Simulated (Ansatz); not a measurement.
AlAs (zinc blende, F-43m) under volume change, LDA in the plane-wave PAW code Ansatz, scaled uniformly.

| V (Å³/atom) | E − E(relaxed) (meV/atom) | P (GPa) |
|---|---|---|
| 20.287 | 50.2 | 8.69 |
| 20.955 | 21.1 | 5.33 |
| 21.624 | 5.0 | 2.46 |
| 22.293 | 0.0 | 0.00 |
| 22.962 | 4.5 | -2.09 |
| 23.631 | 17.0 | -3.88 |
| 24.299 | 36.5 | -5.40 |

Problem. What does a third-order Birch–Murnaghan fit give for V₀, B₀ and B′?

Solution. V₀ = 22.29 Å³/atom, B₀ = 75.4 GPa, B′ = 4.2.

Symmetry was held in the LDA relaxation.

Potentials: the earlier of the program's two PAW sets. The files were generated under PBE; for other functionals the program regenerates the frozen cores, and for LDA and PBEsol the local potential too.
